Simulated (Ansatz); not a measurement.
NaMgF$_{3}$:
```
NaMgF3
1.0
    3.90726     0.00000     0.00000
    0.00000     3.90726     0.00000
    0.00000     0.00000     3.90726
Na Mg F
1 1 3
Direct
  0.00000   0.00000   0.00000
  0.50000   0.50000   0.50000
  0.50000   0.50000   0.00000
  0.00000   0.50000   0.50000
  0.50000   0.00000   0.50000
```

Relaxed with PBEsol. Special points in fractions of this cell's reciprocal vectors: Γ (0.000, 0.000, 0.000); X (0.000, 0.500, 0.000); M (0.500, 0.500, 0.000); R (0.500, 0.500, 0.500).

Q: List the band energies nearest the valence-band maximum at these points for PBEsol in the plane-wave PAW code Ansatz.

A: In eV from the valence-band maximum; about four levels below and three above (degenerate sets whole), none deeper than 8.9 eV; points with the same levels are listed once.

| k | below | above |
|---|---|---|
| Γ | -0.68 -0.68 -0.68 -0.45 -0.45 -0.45 | 5.99 13.49 13.49 |
| X | -1.09 -1.09 -0.89 -0.54 -0.54 | 9.01 9.39 14.94 14.94 |
| M | -1.19 -1.08 -1.08 -0.01 | 10.63 11.19 11.19 |
| R | -1.18 -1.18 0.00 0.00 0.00 | 10.41 12.91 12.91 12.91 |

Space group Pm-3m (cubic perovskite). The workflow started from a Materials Project entry (that database holds measured and hypothetical structures alike); the Crystallography Open Database copy checked does not list it. COD files the formula under space group No. 62, so this cell is another polymorph or a model. Its standing as an ambient phase is unchecked. The PBEsol relaxation kept the symmetry of its start. At this level the phase is dynamically unstable (imaginary phonons).

Potentials: the later of the program's two PAW sets.
